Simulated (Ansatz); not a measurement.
## 25Mg fingerprints of the forms of La2MgSe4

Level of theory: DFT, PBE, plane waves and PAW, scalar-relativistic, 420 eV cutoff (Ansatz 0.2.0). Q(25Mg) = 199.4 mb, I = 5/2. The cells come from the Materials Project (computed, not necessarily observed phases), with the atoms as given. Spin–orbit coupling is left out, which moves gradients at and beside heavy atoms (La) by some per cent and at some sites by far more.

Problem. A calculated 25Mg parameter set reads: |C_Q| = 2.63 MHz, η = 0.64. Which structure does it belong to?
A.
La2MgSe4
Space group Pnma (No. 62); a = 14.8961, b = 8.7456, c = 6.9736 Å.

| site | Wyckoff | site symmetry | x | y | z |
| --- | --- | --- | --- | --- | --- |
| La1 | 4b | -1 | 0.0000 | 0.0000 | 0.5000 |
| La5 | 4c | .m. | 0.7681 | 0.7500 | 0.0007 |
| Mg | 4c | .m. | 0.9073 | 0.2500 | 0.9183 |
| Se13 | 8d | 1 | 0.8319 | 0.0176 | 0.7493 |
| Se21 | 4c | .m. | 0.9336 | 0.7500 | 0.2421 |
| Se25 | 4c | .m. | 0.9068 | 0.2500 | 0.2838 |
B.
La2MgSe4
Space group I-42d (No. 122); a = 8.8251, c = 9.3688 Å.

```csv
site,Wyckoff,site symmetry,x,y,z
La,8d,.2.,0.1327,0.2500,0.6250
Mg,4a,-4..,0.0000,0.0000,0.0000
Se,16e,1,0.0683,0.1993,0.3070
```

Solution. A. La2MgSe4 in Pnma gives |C_Q| = 2.63 MHz, η = 0.64; there Mg has 4 Se at 2.55–2.62 Å. La2MgSe4 in I-42d gives |C_Q| = 9.23 MHz, η = 0.00; there Mg has 4 Se at 2.77 Å.

The crystals are a selection from a larger pool of database entries, not a random sample of it.
